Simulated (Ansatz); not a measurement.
# Profile along the Be–Be line in Be (hcp, Mg type)

Be (hcp, Mg type), conventional cell a = 2.257 Å, b = 2.257 Å, c = 3.553 Å, α = 90.00°, β = 90.00°, γ = 120.00°. The calculation uses the primitive cell of 2 atoms, to which meshes and values per cell refer.

Fields along a shortest Be–Be line of a (1 -1 0 0) plane (2.26 Å), from Be to Be, interpolated on the slice's grid (step about 0.1 Å). Level of theory: PBEsol (plane waves to 420 eV, PAW, scalar-relativistic; Ansatz, a first-principles code). k mesh 23×23×13. These are valence fields of a PAW run, semicore shells included where kept as valence: close to a nucleus they are smooth pseudo fields. Be was relaxed with its symmetry unable to fall. The PAW data are Ansatz's earlier set.

```
distance from Be (Å)  valence electron density (e/Å³)  electron localisation function
--------------------  -------------------------------  ------------------------------
0.00                                             0.07                               x
0.23                                             0.12                               x
0.45                                             0.21                            0.05
0.68                                             0.26                            0.32
0.90                                             0.27                            0.56
1.13                                             0.26                            0.62
1.36                                             0.27                            0.56
1.58                                             0.26                            0.32
1.81                                             0.21                            0.05
2.03                                             0.12                               x
2.26                                             0.07                               x
```

x: too close to a nucleus for the ELF to mean much.

Density on the Be–Be line (2.26 Å) at its midpoint: 0.26 e/Å³. ELF at that point: 0.62. ELF maximum in the middle third of the Be–Be line: 0.62, 1.1 Å from Be.
